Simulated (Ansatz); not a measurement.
Fe (bcc (W type), space group No. 229) under volume change, plane-wave PAW r²SCAN+D4 (Ansatz code), scaled uniformly.

```tsv
V (Å³/atom)	E − E(relaxed) (meV/atom)	P (GPa)
10.646	___	___
10.997	27.2	12.54
11.348	___	___
11.699	0.0	0.01
12.050	6.3	-5.53
12.401	23.2	-9.72
12.752	48.2	-12.96
```

### Question
What belongs in the gaps?

### Answer

- 11.348, E − E(relaxed) (meV/atom): 6.7
- 11.348, P (GPa): 6.16
- 10.646, E − E(relaxed) (meV/atom): 61.7
- 10.646, P (GPa): 19.12

### Question
What does a third-order Birch–Murnaghan fit give for V₀, B₀ and B′?

### Answer
V₀ = 11.70 Å³/atom, B₀ = 178 GPa, B′ = 3.0.

Space group Im-3m (bcc (W type)). The cell was relaxed with r²SCAN+D4 under the symmetry of its start. The final state is ferromagnetic, chosen from 3 collinear starts compared on coarse meshes (ties went to the first, and starts can fall back to one state), not a proven ground state. Textbook magnetic order: ferromagnetic. Other orbital occupations within this spin state were not tried. The pairwise dispersion correction was not fitted to metals.

Potentials: the earlier of the program's two PAW sets.
